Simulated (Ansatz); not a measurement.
### Question
Name crystals whose computed values (PBEsol in the plane-wave PAW code Ansatz) fall in these windows: electron conductivity mass (mₑ) 0.18 to 0.24; G_Hill (GPa) 50 to 73; gap (eV) 0.82 to 1.0.

### Answer


```
crystal                              electron conductivity mass (mₑ)  G_Hill (GPa)  gap (eV)
-----------------------------------  -------------------------------  ------------  --------
Zn2SnO4, Imma (Pearson symbol oI28)                             0.21          61.2      0.92
```
Others may fit too.

Standing as an ambient phase not checked: Zn2SnO4, Imma (Pearson symbol oI28). The cell was relaxed under the symmetry of its start. Spin–orbit coupling is left out wherever it is not named.

Potentials: the later of the program's two PAW sets.
